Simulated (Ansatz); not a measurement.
P₂W:
```cif
data_P8W4
_chemical_formula_sum 'P8 W4'
_space_group_name_H-M_alt 'Cmc21'
_space_group_IT_number 36
_space_group_name_Hall 'C 2c -2'
_cell_length_a 3.14881
_cell_length_b 11.13301
_cell_length_c 4.95509
_cell_angle_alpha 90.000
_cell_angle_beta 90.000
_cell_angle_gamma 90.000
loop_
_atom_site_label
_atom_site_type_symbol
_atom_site_symmetry_multiplicity
_atom_site_Wyckoff_symbol
_atom_site_fract_x
_atom_site_fract_y
_atom_site_fract_z
_atom_site_occupancy
P1 P 4 a 0.00000 0.07008 0.88276 1
P2 P 4 a 0.00000 0.20297 0.20056 1
W1 W 4 a 0.00000 0.59315 0.49968 1
```
(The calculation used a cell of 6 atoms; values per cell refer to that cell.)

Relaxed at zero pressure with plane-wave PAW PBEsol (Ansatz code).

Q: The volume is raised by 6 % and shape and atoms relax at that volume. What pressure results, and how do the axes share the change?

A: -10.4 GPa; a 2.2 %, b 1.6 %, c 2.1 %; the energy rises by 30 meV/atom.

Q: Give the new structure.

A: 
Space group Cmc2₁ (No. 36); a = 3.218 Å, b = 11.306 Å, c = 5.061 Å, α = β = γ = 90.00°

```
atom  site  symmetry       x       y       z
----  ----  --------  ------  ------  ------
P       4a       m..  0.0000  0.0684  0.8820
P       4a       m..  0.0000  0.2005  0.2002
W       4a       m..  0.0000  0.4065  0.0008
```

The phase is kept; no other phase was compared at this pressure.

Space group Cmc2_1. The first step of the workflow began from a Materials Project structure, measured or hypothetical; the Crystallography Open Database files this formula in space group No. 36, but the cells were not matched. Whether it is the stable phase at ambient conditions was not checked. Symmetry was held in the PBEsol relaxation; of distortions, only those at the zone centre were tested. The run is not spin-polarised. Spin–orbit coupling is left out wherever it is not named.

Potentials: the later of the program's two PAW sets.
